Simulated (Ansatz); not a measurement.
All numbers below come from Ansatz, DFT PBE, scalar-relativistic, plane waves, PAW. Cutoff 420 eV, Γ-centred meshes of about 0.25 Å⁻¹ or finer for metals and 0.3 Å⁻¹ for insulators (2π included), Gaussian smearing. No spin polarisation.

All energies are static (0 K, no zero-point motion).

Two relaxed structures of SnBi2O5:

A.

```yaml
crystal:
  lattice:
    - [9.09175, 0.00000, 0.00000]
    - [0.00000, 2.92812, 4.44576]
    - [0.00000, -2.92812, 4.44576]
  atoms:
    - { symbol: Sn, position: [0.00000, 0.34735, 0.34735] }
    - { symbol: Bi, position: [0.21255, 0.68979, 0.68979] }
    - { symbol: Bi, position: [0.78745, 0.68979, 0.68979] }
    - { symbol: O, position: [0.16367, 0.56857, 0.09816] }
    - { symbol: O, position: [0.83633, 0.09816, 0.56857] }
    - { symbol: O, position: [0.16367, 0.09816, 0.56857] }
    - { symbol: O, position: [0.83633, 0.56857, 0.09816] }
    - { symbol: O, position: [0.00000, 0.57969, 0.57969] }
```

B.

```yaml
crystal:
  lattice:
    - [1.91243, 1.10414, 8.91851]
    - [-1.91243, 1.10414, 8.91851]
    - [0.00000, -2.20828, 8.91851]
  atoms:
    - { symbol: Sn, position: [0.00000, 0.00000, 0.00000] }
    - { symbol: Bi, position: [0.77710, 0.77710, 0.77710] }
    - { symbol: Bi, position: [0.22290, 0.22290, 0.22290] }
    - { symbol: O, position: [0.30871, 0.30871, 0.30871] }
    - { symbol: O, position: [0.91901, 0.91901, 0.91901] }
    - { symbol: O, position: [0.08099, 0.08099, 0.08099] }
    - { symbol: O, position: [0.69129, 0.69129, 0.69129] }
    - { symbol: O, position: [0.50000, 0.50000, 0.50000] }
```

Question: Which would you expect to be lower, and how large is the difference?

Answer: B is lower, by 79 meV/atom. A has space group Amm2 (No. 38), 29.6 Å³/atom and a gap of 2.09 eV on its mesh; B has space group R-3m (No. 166), 14.1 Å³/atom and a gap of 1.49 eV. Counting O atoms around Bi and Sn (those within 1.25 times the shortest such distance or 1.15 times the sum of covalent radii, 1.27 where that leaves under three; a plus sign parts nearer from farther groups), A has Sn 5, Bi 3 and B has Sn 8, Bi 4+3. In A, Sn is surrounded by 5 O at 2.03–2.07 Å; Bi is surrounded by 3 O at 2.06–2.17 Å; O on a site of symmetry 1 has 1 Sn at 2.03 Å and 1 Bi at 2.06 Å; 1 more site not described. In B, Sn is surrounded by 2 O at 2.17 Å and 6 O at 2.30 Å; Bi has 4 O at 2.30–2.34 Å and 3 O at 2.67 Å; O on a site of symmetry 3m is surrounded by 1 Bi at 2.30 Å, 3 Sn at 2.30 Å and 6 O at 2.57–2.67 Å; 2 more sites not described. Both come from trial cells of a structure search.

No dispersion correction is applied, so the spacing and binding between layers, chains or molecules are poorly described (Amm2), and this can change margins and order among such cells. Spin–orbit coupling, which can matter for Bi, is left out. Kohn–Sham gaps at this level usually fall short of measured ones. The missing spin–orbit coupling can work the other way here. Cells relaxed within their symmetry can be saddle points.
